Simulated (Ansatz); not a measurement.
Ca2ZrTeCl6 single point

The input, for Ansatz 0.2.0 (plane waves, PAW):

```yaml
crystal:
  lattice:
    - [6.789259, 0.0, 0.0]
    - [-3.394629, 5.879679, 0.0]
    - [-3.394629, 1.959893, 6.058967]
  atoms:
    - { symbol: Ca, position: [0.29, 0.71, 0.87] }
    - { symbol: Ca, position: [0.76, 0.24, 0.28] }
    - { symbol: Zr, position: [0.993, 0.007, 0.979] }
    - { symbol: Te, position: [0.5, 0.5, 0.5] }
    - { symbol: Cl, position: [0.126, 0.278, 0.231] }
    - { symbol: Cl, position: [0.722, 0.617, 0.231] }
    - { symbol: Cl, position: [0.383, 0.874, 0.231] }
    - { symbol: Cl, position: [0.228, 0.386, 0.728] }
    - { symbol: Cl, position: [0.614, 0.114, 0.728] }
    - { symbol: Cl, position: [0.886, 0.772, 0.728] }
  symmetry: { tolerance: 0.0003 }
kpoints:
  mp_grid: { grid: [6, 6, 6], shift: [0, 0, 0] }
  band_path:
    path:
      - [0.0, 0.0, 0.0]
      - [0.0, 0.0, -0.5]
      - [-0.26357828, -0.26357828, -0.5]
      - [-0.26357828, -0.47284344, -0.23642172]
      - [-0.5, 0.0, 0.0]
      - [0.0, 0.0, 0.0]
      - [-0.36821086, -0.36821086, 0.0]
      - [-0.26357828, -0.36821086, -0.36821086]
      - [0.0, -0.5, -0.5]
      - [0.0, 0.0, 0.0]
    npoints: 6
magnetization:
  spin_polarized: false
scf:
  occupations: { method: fermi_dirac }
  lower_state_search: "off"
  max_iter: 200
hamiltonian:
  pseudopotentials: { kind: paw }
  xc: r2scan
basis:
  ecutwfc: 500
  fft_grid_basis: typed
output:
  forces: true
  stress: true
  eigenvalues: true
  populations: true
  elf: true
  write_potential: true
  volumetric_format: npy
  dos:
    e_range: [-12, 8]
    de: 0.05
    projected: { site_lists: { Ca: [Ca], Cl: [Cl], Te: [Te], Zr: [Zr] } }
checkpoint:
  read: saved_state
```

The run starts from an earlier solution of this cell. 

Output (shortened):

```
Warning: crystal.lattice misses the space group found at crystal.symmetry.tolerance 3.0e-4 in a digit that the deck types, which is why this is a warning: making the lattice exact moves one of its numbers by a whole unit of that number's last typed decimal, or more. The operation that it misses by the most changes a squared length by the fraction 2.43e-6.
Pseudopotentials: kind: paw
Pseudopotential: Ca, paw, valence charge 10, recommended cutoff 500 eV (meta_gga), Ca.paw.azcp
Pseudopotential: Zr, paw, valence charge 12, recommended cutoff 500 eV (meta_gga), Zr.paw.azcp
Pseudopotential: Te, paw, valence charge 16, recommended cutoff 500 eV (meta_gga), Te.paw.azcp
Pseudopotential: Cl, paw, valence charge 7, recommended cutoff 500 eV (meta_gga), Cl.paw.azcp
Functional definition: r2SCAN
  exchange = r2scan_x(k0 = k0, k1 = k1, a1 = a1)
  correlation = r2scan_c
Crystal: 10 atoms, lattice volume = 241.866 Å³
Basis set: ecut = 500 eV, 6149 PW (Γ), exchange–correlation on 200×200×216 points (64 copies of the dense FFT grid, shifted against one another)
Bands: 55, of which v1, the nominal top of the filled ones, is band 45 counted from 1 (44 counted from 0)
Symmetry: 3 space group operations
Space group: R3 (ITA 146), of the structure as read, at distance tolerance 1.9e-3 Å
k-points: 40 of 216 (time reversal used)
Initial density: read from a saved state, or passed on in memory by an earlier SCF of this step, an earlier step, the calling program or the single point that the run made first
Functional: x = r2scan, c = r2scan; τ floored in thin density (d = 2e-4 eV/Å³)
SCF iter   1: F=-21345.6826 eV  Δρ=7.95e-4  dr2=9.78e-4  dr2_τ=4.22e-4
SCF iter   2: F=-21345.6831 eV  Δρ=2.25e-4  dr2=1.15e-4  dr2_τ=1.36e-5
SCF iter   3: F=-21345.6831 eV  Δρ=1.07e-4  dr2=3.37e-5  dr2_τ=1.55e-6
SCF iter   4: F=-21345.6830 eV  Δρ=4.69e-5  dr2=8.61e-6  dr2_τ=2.99e-7
SCF iter   5: F=-21345.6830 eV  Δρ=1.60e-5  dr2=1.09e-6  dr2_τ=2.53e-8
SCF iter   6: F=-21345.6830 eV  Δρ=5.73e-6  dr2=1.29e-7  dr2_τ=6.93e-9
SCF iter   7: F=-21345.6830 eV  Δρ=1.13e-6  dr2=3.02e-9  dr2_τ=3.27e-10
Free energy (F): -21345.6830 eV
Harris-Foulkes:  -21345.6830 eV  (|F-HF|=9.82e-10)
Internal energy: -21345.5226 eV  (E = F + TS)
E sigma→0 (E₀):  -21345.6028 eV
Entropy (-TS):   -0.1605 eV (-16.049 meV/atom)
Fermi energy:    9.1272 eV
--- Per-component energies (eV) ---
  E_band       = -823.4521
  E_kinetic    = 2055.5849
  E_local      = -5324.6280  (includes V_loc(G=0)·N_el)
  E_nonlocal   = 68.2092
  E_hartree    = 2192.9972
  E_xc         = -1176.7951
  E_vxc        = -1529.7996  (∫ρ·V_xc dr)
  E_paw        = -13382.7443  (= ΣΔE_a)
  E_vpaw       = -564.0012  (= ΣTr[D̂ρ^β])
  E_aug_tail   = 0.0002  (compensation charges beyond the density's cutoff)
  E_vtau       = 85.1865  (kinetic-family band-sum trace: ∫τ·v_τ [+ j·A + Jᵃ·Aᵃ] dr)
  E_ewald      = -5777.0069
  E_core_change = -1.1397  (= ΣΔE_core)
  E_smearing   = -0.1605  (= −TS)
--- Forces (eV/Å), atoms counted from 1 ---
  atom   1  Ca     0.0000     0.0000     0.8414
  atom   2  Ca     0.0000     0.0000     0.4605
  atom   3  Zr     0.0000     0.0000     0.3843
  atom   4  Te     0.0000     0.0000     1.6018
  atom   5  Cl    -0.3018    -2.3565    -2.2129
  atom   6  Cl     2.1917     0.9169    -2.2129
  atom   7  Cl    -1.8899     1.4396    -2.2129
  atom   8  Cl    -2.3011    -0.5304     1.1169
  atom   9  Cl     1.6099    -1.7276     1.1169
  atom  10  Cl     0.6912     2.2580     1.1169
--- Stress (GPa, compression-positive) ---
       10.6532       0.0000       0.0000
        0.0000      10.6532       0.0000
        0.0000       0.0000       9.1409
  P = ⅓ Tr σ = 10.1491 GPa (101.491 kbar)
--- Löwdin populations: 10 sites ---
  site symbol       q [e]
     0     Ca      8.3408
     1     Ca      8.3201
     2     Zr     11.5701
     3     Te     15.9842
     4     Cl      7.4733
     5     Cl      7.4733
     6     Cl      7.4733
     7     Cl      7.4200
     8     Cl      7.4200
     9     Cl      7.4200
  spilling = 0.0123 (of n_electrons = 90.0000)
```

Total energies depend on the potentials used, so only differences within one code and one set of settings carry meaning.

Origin: a known structure type with other elements, at an estimated volume, so it need not be a known compound. Caveats: many states at the Fermi level without spin polarisation, so a magnetic state may lie lower; atoms or cell far from equilibrium.
